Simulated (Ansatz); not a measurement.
# Trial structures of Sr2PbSe3

Sr2PbSe3 was placed in 5 structures, borrowed from other compounds or built from prototypes, and relaxed with PBEsol and then r2SCAN+rVV10 in the plane-wave code Ansatz, symmetry kept. Energies are static, from a final single point; gaps are the least over its mesh and special points. Computed values alone, no measurements; non-magnetic cells, some hypothetical.

```tsv
start	ends in	volume (Å³/atom)	energy, r2SCAN+rVV10 (meV/atom)	gap, r2SCAN+rVV10 (eV)	shaken (PBEsol)
Hf2CuSb3 type (No. 115)	P-4m2	29.12	245	0.50	falls 226 meV
Cu2GeS3 type (No. 44)	Immm	30.01	0	2.30	returns (6 atoms)
Li2CeO3 type (No. 65)	Cmmm	33.53	166	2.21	falls 143 meV
Sn2GeTe3 type (No. 164)	P-3m1	30.05	8	2.09	returns (6 atoms)
Li2TiO3 type (No. 71)	Immm	30.01	0	2.30	returns (6 atoms)
```
Energies count from the lowest cell; the last column tells what a randomly displaced small cell does when relaxed without symmetry, which tests only the distortions that fit it.

The two lowest cells, from Li2TiO3 type (No. 71) and Sn2GeTe3 type (No. 164), differ by 8 meV an atom, too little for a functional to decide. With PBEsol some shaken cells land within 15 meV an atom of the lowest symmetric one. Other structures, not tried here, could lie lower.

The start from Cu2GeS3 type (No. 44) relaxes into the same structure as Li2TiO3 type (No. 71). The cells shaken are PBEsol's, whose volumes can differ from those tabled by ten per cent. The falls are PBEsol's, in meV an atom on the shaken cell's own mesh; a cell that falls isn't a minimum, and its place in the table may change once it distorts.

The cells in order of energy (the first three):
- Li2TiO3 type (No. 71): Immm, 30.01 Å³ an atom. Sr has 6 Se at 3.10–3.12 Å; Pb has 6 Se at 3.10–3.11 Å; Se has 4 Sr at 3.10 Å and 2 Pb at 3.10 Å; Se has 4 Sr at 3.10–3.12 Å and 2 Pb at 3.11 Å.
- Sn2GeTe3 type (No. 164): P-3m1, 30.05 Å³ an atom. Sr has 6 Se at 3.10–3.12 Å; Pb has 6 Se at 3.11 Å; Se has 3 Sr at 3.10 Å and 3 Pb at 3.11 Å; Se has 6 Sr at 3.12 Å.
- Li2CeO3 type (No. 65): Cmmm, 33.53 Å³ an atom. Sr is surrounded by 5 Se at 3.01–3.08 Å; Pb is surrounded by 6 Se at 3.07–3.10 Å; Se is surrounded by 3 Sr at 3.01–3.07 Å and 2 Pb at 3.10 Å; Se is surrounded by 2 Pb at 3.07 Å and 4 Sr at 3.08 Å.

The lowest symmetric cell:
```xyz
6
Lattice="-2.1971 3.1024 6.6036 2.1971 -3.1024 6.6036 2.1971 3.1024 -6.6036" Properties=species:S:1:pos:R:3 pbc="T T T"
Sr    0.0000    0.0000    8.7915
Sr    0.0000    0.0000    4.4158
Pb    0.0000    0.0000    0.0000
Se    0.0000    3.1024    0.0000
Se    2.1971    0.0000    2.2032
Se    0.0000    3.1024    4.4004
```

Spin-orbit coupling is left out; in compounds of Pb, Bi, Tl or Hg it can lower a gap by up to about 1 eV, split its edges or invert the bands.
